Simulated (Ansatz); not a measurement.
GaN (zinc blende), relaxed with HSE06 (Ansatz, a first-principles code, plane waves, PAW): a = b = c = 4.498 Å, α = β = γ = 90.00°.

- gap (eV) = 3.00
- B₀ by P(V) fit (GPa) = 198

Q: The same phase is relaxed and computed with LDA in the same code. What are the cell and these values now?

A: a = b = c = 4.4554 Å, α = β = γ = 90.00°.

* **gap (eV)**: 1.96
* **B₀ by P(V) fit (GPa)**: 202

All cells were relaxed under the symmetry of their starts (and spin orders); stability against distortions was not tested throughout. Spin–orbit coupling is left out wherever it is not named.

Potentials: the later of the program's two PAW sets.

Ansatz is a plane-wave DFT program.
